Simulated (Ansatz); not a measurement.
InSb (zinc blende), relaxed and computed with several functionals in Ansatz (plane waves, PAW). Much of their spread follows the volume that each gives.

```csv
functional,V (Å³/atom),B₀ by P(V) fit (GPa)
r²SCAN,35.25,43.4
PBE,36.52,36.7
LDA,33.54,46.4
PBEsol,34.63,?
```

Fit a straight line to ln B₀ against ln V and predict the withheld value.

Least squares on the 3 shown rows: ln B₀ = -2.66 × ln V + (13.200), with a scatter of 3.3 %. For PBEsol this gives 43.4. The run itself gave 42.7, a miss of 1.6 % of that.

All cells were relaxed under the symmetry of their starts (and spin orders); stability against distortions was not tested throughout. Spin–orbit coupling is left out wherever it is not named.

Potentials: the earlier of the program's two PAW sets. The files were generated under PBE; for other functionals the program regenerates the frozen cores, and for LDA and PBEsol the local potential too.

Ansatz (a program for electronic structure) is a plane-wave DFT program.
